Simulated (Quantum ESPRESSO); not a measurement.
Band energies of GaSeCl monolayer

```
CELL_PARAMETERS angstrom
      3.79625     0.00000     0.00000
      0.00000     5.46248     0.00000
      0.00000     0.00000    19.50000
ATOMIC_POSITIONS crystal
  Cl 0.00000 0.00416 0.86543
  Cl 0.50000 0.50416 0.13457
  Ga 0.00000 0.76660 0.95361
  Ga 0.50000 0.26660 0.04639
  Se 0.00000 0.98936 0.06125
  Se 0.50000 0.48936 0.93875
```

PBEsol (pw.x of Quantum ESPRESSO, ONCV potentials, without SOC); path ΓXSYΓS; energies in eV from the valence-band maximum.

| k (1/Å) | point | band 32 | band 33 | band 34 | band 35 | band 36 | band 37 | band 38 | band 39 |
|---|---|---|---|---|---|---|---|---|---|
| 0.00 | Γ | -1.05 | -0.53 | -0.27 | -0.23 | 0.00 | 2.79 | 3.34 | 4.54 |
| 0.21 |  | -1.32 | -0.67 | -0.66 | -0.38 | -0.25 | 3.35 | 4.04 | 4.68 |
| 0.62 |  | -1.65 | -1.35 | -1.25 | -1.03 | -0.47 | 3.64 | 3.82 | 4.25 |
| 0.83 | X | -1.72 | -1.55 | -1.55 | -0.75 | -0.75 | 3.64 | 3.64 | 4.12 |
| 1.02 |  | -1.66 | -1.34 | -1.34 | -0.70 | -0.70 | 3.66 | 3.66 | 4.32 |
| 1.21 |  | -1.71 | -0.87 | -0.87 | -0.65 | -0.65 | 3.64 | 3.64 | 4.91 |
| 1.40 | S | -1.73 | -0.72 | -0.72 | -0.56 | -0.56 | 3.60 | 3.60 | 5.43 |
| 1.61 |  | -1.74 | -0.76 | -0.76 | -0.48 | -0.48 | 3.71 | 3.71 | 5.49 |
| 2.02 |  | -1.26 | -0.83 | -0.83 | -0.34 | -0.34 | 3.67 | 3.67 | 5.59 |
| 2.23 | Y | -1.17 | -0.59 | -0.59 | -0.50 | -0.50 | 3.19 | 3.19 | 5.26 |
| 2.61 |  | -1.03 | -0.50 | -0.36 | -0.31 | -0.13 | 3.00 | 3.29 | 4.56 |
| 2.81 | Γ | -1.05 | -0.53 | -0.27 | -0.23 | 0.00 | 2.79 | 3.34 | 4.54 |
| 2.93 |  | -1.12 | -0.51 | -0.40 | -0.33 | -0.10 | 3.01 | 3.56 | 4.56 |
| 3.06 |  | -1.28 | -0.85 | -0.61 | -0.37 | -0.19 | 3.42 | 3.96 | 4.75 |
| 3.31 |  | -1.63 | -1.07 | -0.94 | -0.40 | -0.33 | 3.69 | 4.06 | 5.03 |
| 3.56 |  | -1.64 | -0.98 | -0.74 | -0.55 | -0.46 | 3.59 | 3.84 | 5.07 |
| 3.81 | S | -1.73 | -0.72 | -0.72 | -0.56 | -0.56 | 3.60 | 3.60 | 5.43 |

The PBEsol gap is direct, 2.79 eV at Γ. The valence-band maximum lies 7.23 eV below the vacuum level.

Spin-orbit splittings are left out.

Geometry relaxed with PBEsol.

This is a model layer cut from the bulk structure; whether it is stable on its own was not checked.

Letters of k points follow the standard setting of the lattice, whose axes may be ordered differently from the printed cell.
